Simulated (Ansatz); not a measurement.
Rb2NaGaF6:
```
Rb2NaGaF6
1.0
    0.00000     4.20135     4.20135
    4.20135     0.00000     4.20135
    4.20135     4.20135     0.00000
Rb Na Ga F
2 1 1 6
Direct
  0.75000   0.75000   0.75000
  0.25000   0.25000   0.25000
  0.50000   0.50000   0.50000
  0.00000   0.00000   0.00000
  0.77261   0.22739   0.22739
  0.22739   0.77261   0.77261
  0.22739   0.77261   0.22739
  0.77261   0.22739   0.77261
  0.22739   0.22739   0.77261
  0.77261   0.77261   0.22739
```

DFT-PBEsol in the program Ansatz with PAW potentials gives a gap of 6.15 eV without spin–orbit coupling, maximum at Γ, minimum at Γ.

Question: What happens when spin–orbit coupling is switched on?

Answer: The gap decreases by 0.01 eV, to 6.14 eV; maximum at Γ, minimum at Γ.

Question: How large is the spin–orbit splitting of the valence top at Γ?

Answer: The fourfold level lies 0.03 eV above the split-off pair.

Question: Give the electron effective mass with spin–orbit coupling.

Answer: 0.52 mₑ (isotropic).

Question: Give the hole effective mass with spin–orbit coupling, band 1 of 2 at the edge.

Answer: 7.1 along [100], 5.2 along [110], 4.4 along [111] (mₑ).

Question: Give the hole effective mass with spin–orbit coupling, band 2 of 2 at the edge.

Answer: 2.7 along [100], 3.1 along [110], 3.5 along [111] (mₑ).

Space group Fm-3m. The workflow started from a Materials Project entry (that database holds measured and hypothetical structures alike); the Crystallography Open Database copy checked does not list it. Whether it is the stable phase at ambient conditions was not checked. The cell was relaxed with PBEsol under the symmetry of its start; its stability against distortions is not shown here.

Potentials: the later of the program's two PAW sets.
